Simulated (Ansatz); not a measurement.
Consider the following.

LiNbO3:
```cif
data_Li6Nb6O18
_chemical_formula_sum 'Li6 Nb6 O18'
_space_group_name_H-M_alt 'R3c :H'
_space_group_IT_number 161
_space_group_name_Hall 'R 3 -2"c'
_cell_length_a 5.13422
_cell_length_b 5.13422
_cell_length_c 13.82664
_cell_angle_alpha 90.000
_cell_angle_beta 90.000
_cell_angle_gamma 120.000
loop_
_atom_site_label
_atom_site_type_symbol
_atom_site_symmetry_multiplicity
_atom_site_Wyckoff_symbol
_atom_site_fract_x
_atom_site_fract_y
_atom_site_fract_z
_atom_site_occupancy
Li1 Li 6 a 0.00000 0.00000 0.20674 1
Nb1 Nb 6 a 0.00000 0.00000 0.48909 1
O1 O 18 b 0.01070 0.37993 0.25826 1
```
(The calculation used a cell of 10 atoms; values per cell refer to that cell.)

This is the PBEsol-relaxed structure.

Problem. All from PBEsol (plane waves, PAW; program Ansatz), unless another level is named. Predict the electronic dielectric constant ε∞ (DFPT).

Solution. 5.50 (xx = yy), 5.31 (zz).

Problem. Predict the largest static χ(2) component.

Solution. 61 pm/V.

Problem. Give the Born charges (a third of the trace).

Solution. Li +1.15, Nb +7.07, O -2.74 e.

Symmetry was held in the PBEsol relaxation. The run is not spin-polarised. Scalar-relativistic: spin–orbit coupling is off unless named, which matters more the heavier the elements.

Potentials: the earlier of the program's two PAW sets. The files were generated under PBE; for other functionals the program regenerates the frozen cores, and for LDA and PBEsol the local potential too.
